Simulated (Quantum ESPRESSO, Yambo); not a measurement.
# Quasiparticle gap of SnS2 monolayer

```
CELL_PARAMETERS angstrom
      3.66511     0.00000     0.00000
     -1.83255     3.17408     0.00000
      0.00000     0.00000    15.90000
ATOMIC_POSITIONS crystal
  S  0.66667 0.33333 0.90668
  S  0.33333 0.66667 0.09332
  Sn 0.00000 0.00000 0.00000
```

The layer was cut from Materials Project entry mp-1170 and relaxed with PBE+D3(BJ) in a cell 15.9 Å high, with the Coulomb interaction truncated along z.

Starting point: PBE (stringent potentials; pw.x of Quantum ESPRESSO, ONCV potentials, without SOC). G0W0 in Yambo: 6×6×1 Γ-centred k mesh, bands 5 to 125 and a 6 Ry block in the screening, 125 bands in G with the Bruneval-Gonze terminator, plasmon pole fitted at 27.2 eV, slab-truncated Coulomb interaction, stochastic integration of W near q = 0.

```
Property                                                  Result
-------------------------------------------------------  -------
PBE gap along the band path                              1.57 eV
PBE gap between the mesh's edge points ((0, 0.167) → M)  1.57 eV
G0W0 gap between the same points                         3.09 eV
PBE smallest direct gap on the mesh (at M)               1.83 eV
G0W0 direct gap at that point                            3.39 eV
```

```json
[
 {"k point": "Γ", "band": "VB", "E PBE (eV)": "-0.09", "E QP (eV)": "-0.79", "shift (eV)": "-0.70", "Z": "0.76"},
 {"k point": "Γ", "band": "CB", "E PBE (eV)": "2.44", "E QP (eV)": "3.25", "shift (eV)": "0.82", "Z": "0.79"},
 {"k point": "(0, 0.167)", "band": "VB", "E PBE (eV)": "0.00", "E QP (eV)": "-0.71", "shift (eV)": "-0.71", "Z": "0.76"},
 {"k point": "(0, 0.167)", "band": "CB", "E PBE (eV)": "2.95", "E QP (eV)": "3.86", "shift (eV)": "0.91", "Z": "0.78"},
 {"k point": "M", "band": "VB", "E PBE (eV)": "-0.26", "E QP (eV)": "-1.01", "shift (eV)": "-0.75", "Z": "0.76"},
 {"k point": "M", "band": "CB", "E PBE (eV)": "1.57", "E QP (eV)": "2.39", "shift (eV)": "0.81", "Z": "0.79"},
 {"k point": "K", "band": "VB", "E PBE (eV)": "-0.65", "E QP (eV)": "-1.50", "shift (eV)": "-0.86", "Z": "0.76"},
 {"k point": "K", "band": "CB", "E PBE (eV)": "2.66", "E QP (eV)": "3.59", "shift (eV)": "0.93", "Z": "0.78"}
]
```

Energies count from the PBE valence-band maximum.

Convergence of the G0W0 settings was not tested.

Spin-orbit splittings are left out.
